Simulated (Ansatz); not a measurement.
A geometry of Mg away from equilibrium: step 2 of the relaxation of a relaxed Mg cell, doubled along one cell vector, shaken by Gaussian noise of σ = 0.08 Å a coordinate. Calculation: r2SCAN (plane waves to 500 eV, PAW, scalar-relativistic; Ansatz, a program for electronic structure). Γ-centred k-mesh 3×6×11 on the run's cell (coarser than for final values), Fermi–Dirac smearing 0.05 eV.

```xyz
6
Lattice="12.0288 0.0108 0.0013 -3.0025 5.2011 -0.0004 0.0003 0.0000 3.0001" Properties=species:S:1:pos:R:3:forces:R:3 pbc="T T T" free_energy=-11555.331 pressure_GPa=-0.1
Mg     2.8309     0.0694     1.5384   -0.0723    0.0127    0.0512
Mg     9.0718    -0.0796     1.6406   -0.0283   -0.0440    0.3066
Mg     1.5960     2.8301     1.6290    0.0387    0.0527    0.1934
Mg     7.5633     2.5124     1.3364    0.0576    0.0097   -0.1536
Mg    -1.4238     2.5105     1.5016    0.0243   -0.0220   -0.0423
Mg     4.5633     2.5233     1.1722   -0.0200   -0.0092   -0.3552
```

Positions in Å, forces in eV/Å, free energy of the cell in eV (comparable only within this code, potentials and settings). Largest force: 0.36 eV/Å, on Mg6 (atoms numbered as listed); the geometry lies 0.53 eV/atom above the end of its relaxation.

No spin polarisation in the result.

Of the parent cell (P6/mmm (No. 191)): it is a generated cell of Mg: the first start was made by placing the elements on the sites of a structure type, and the end was not matched to a known phase here, so it may be hypothetical. Known forms of Mg include space group No. 194.
